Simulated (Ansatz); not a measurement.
# TiZnH₁₂O₆F₆ — 2H nuclear quadrupole resonance

Cell: a computed structure from the Materials Project (it need not be an observed phase) whose atoms were relaxed with PBE, the cell held.

Space group R-3:H (No. 148); a = 9.3898, c = 9.5658 Å, γ = 120.00°.

| site | Wyckoff | site symmetry | x | y | z |
| --- | --- | --- | --- | --- | --- |
| Ti | 3b | -3. | 0.0000 | 0.0000 | 0.5000 |
| Zn | 3a | -3. | 0.0000 | 0.0000 | 0.0000 |
| H3 | 18f | 1 | 0.1604 | 0.9632 | 0.7800 |
| H4 | 18f | 1 | 0.3749 | 0.2359 | 0.4483 |
| O | 18f | 1 | 0.4828 | 0.3361 | 0.4552 |
| F | 18f | 1 | 0.1118 | 0.1882 | 0.6129 |

One atom of each set is listed; the run and its k-mesh use a cell of 26 atoms with edges of 6.29, 6.29, 6.29 Å.

Computed with Ansatz: DFT, PBE, plane waves and PAW, scalar-relativistic, 420 eV cutoff, Γ-centred 4×4×4 k-points, Fermi–Dirac smearing 0.02 eV.

2H: I = 1, Q = 2.858 mb (year-2017 value). Static lattice, zero field.

Problem. At which frequencies do the 2H NQR lines lie?

Solution. For I = 1 the lines are ν± = (3/4)|C_Q|(1 ± η/3) and ν₀ = |C_Q|η/2.

```
site  atoms  V_zz (10²¹ V/m²)  C_Q (MHz)     η  line frequencies (MHz)
  H3      6              3.63      0.251  0.12    0.0150, 0.181, 0.196
  H4      6              3.61      0.250  0.12    0.0147, 0.180, 0.195
```

At H3 and H4 V_zz points along its bond to O (within 1°) in each case.

The lattice is static: at room temperature water may turn and average the couplings of its hydrogen.
